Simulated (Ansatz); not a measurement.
# Electric field gradients in BN

Method: DFT PBE, scalar-relativistic, plane waves, PAW (Ansatz). Settings: 420 eV plane-wave cutoff, Γ-centred 12×12×4 mesh, fixed occupations. No spin polarisation.

The cell, relaxed at this level:
```
CELL_PARAMETERS angstrom
2.51215 0.00000 0.00000
-1.25608 2.17559 0.00000
0.00000 0.00000 8.49467
ATOMIC_POSITIONS crystal
B 0.33333 0.66667 0.25000
B 0.66667 0.33333 0.75000
N 0.33333 0.66667 0.75000
N 0.66667 0.33333 0.25000
```

The crystal is built of layers and no dispersion correction was added, so the binding between them is poorly described, and with it their spacing and whatever depends on it.

Give V_zz (10²¹ V/m²) and the asymmetry η at each distinct site.

## Answers

| atom | V_zz | η |
| --- | --- | --- |
| B (atom 1) | 2.78 | 0.00 |
| N (atom 3) | -0.314 | 0.00 |

Cost: 1 run of about 0.031 core-minutes, on Arm Neoverse V1 (shared hosts).